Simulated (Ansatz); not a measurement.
**Sb2Au squeezed and stretched**

A database entry relaxed whole under r2SCAN (Pa-3):

```
Sb Au
1.0
     6.73782    0.00000    0.00000
     0.00000    6.73782    0.00000
     0.00000    0.00000    6.73782
Sb Au
8 4
Direct
  0.37670 0.37670 0.37670
  0.12330 0.62330 0.87670
  0.87670 0.12330 0.62330
  0.62330 0.87670 0.12330
  0.62330 0.62330 0.62330
  0.87670 0.37670 0.12330
  0.12330 0.87670 0.37670
  0.37670 0.12330 0.87670
  0.00000 0.00000 0.00000
  0.50000 0.00000 0.50000
  0.50000 0.50000 0.00000
  0.00000 0.50000 0.50000
```

The cell was scaled uniformly, its shape held, and the atoms relaxed at each volume with plane-wave PAW DFT (Ansatz 0.2.0; r2SCAN, 500 eV, 5×5×5 Γ-centred mesh, fermi-dirac occupations of width 0.100 eV; no spin, no spin-orbit coupling). One row is withheld.

| volume (Å³/atom) | energy over the lowest (meV/atom) | pressure (GPa) |
| --- | --- | --- |
| 23.961 | 25.9 | 5.85 |
| 24.471 | ? | ? |
| 24.981 | 2.6 | 1.71 |
| 25.490 | 0.0 | 0.00 |
| 26.000 | 2.6 | -1.52 |
| 26.510 | 9.7 | -2.86 |
| 27.020 | 20.8 | -4.03 |

Q: Fit the pressures of the other rows to the third-order Birch-Murnaghan form.

A: With f = [(V₀/V)^(2/3) − 1]/2 and P = 3B₀f(1 + 2f)^(5/2)[1 + 3(B₀′ − 4)f/2], least squares gives V₀ = 25.49 Å³ an atom, B₀ = 80.5 GPa and B₀′ = 5.2; the rows miss the fit by less than 0.01 GPa. The slope of the energies differs from these pressures by less than 0.05 GPa.

Q: What does the withheld row hold?

A: The fit gives 3.65 GPa at 24.471 Å³; the run gave 3.66 GPa and 10.9 meV an atom.

Caveats: the shape of the cell was held; 0 K, fixed nuclei; the symmetry was kept, and this need not be the phase that is stable at 0 K; one mesh for all volumes; pressure is positive in compression.
